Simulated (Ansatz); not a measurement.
Relaxed MoS2 (3R-MoS2 type, space group R3m):

```
MoS2
1.0
    1.57661     0.91026     5.99789
   -1.57661     0.91026     5.99789
    0.00000    -1.82051     5.99789
Mo S
1 2
Direct
  0.00002   0.00002   0.00002
  0.75353   0.75353   0.75353
  0.57975   0.57975   0.57975
```

The numbers are results of PBE-D3(BJ) (plane waves to 420 eV, PAW, scalar-relativistic; Ansatz, a program for electronic structure), not measurements. k mesh 10×10×10 (Γ-centred), Fermi-Dirac smearing 0.05 eV. As the smearing reaches across the gap at some points, energies and forces of such displacements shift with the k mesh and the smearing. MoS2 is run without spin polarisation. MoS2 was relaxed with its symmetry unable to fall. The PAW data are Ansatz's earlier set. This is one of several known forms of MoS2; the measured ambient cells at hand have space group No. 194.

One atom of the cell was then moved (with its periodic images), all else fixed, and the forces (eV/Å) came out as:

```
atom      Fx      Fy      Fz
----  ------  ------  ------
Mo1   -0.696  -0.655   1.441
S2     0.691   0.636  -1.710
S3     0.005   0.019   0.269
```

Q: Which atom was moved, and by which vector (Å)?

A: S2, by (-0.08, -0.08, 0.12), 0.17 Å in all.

(A displaced cell: forces are minus the slopes of the energy, force constants its curvatures, and phonons follow from these.)
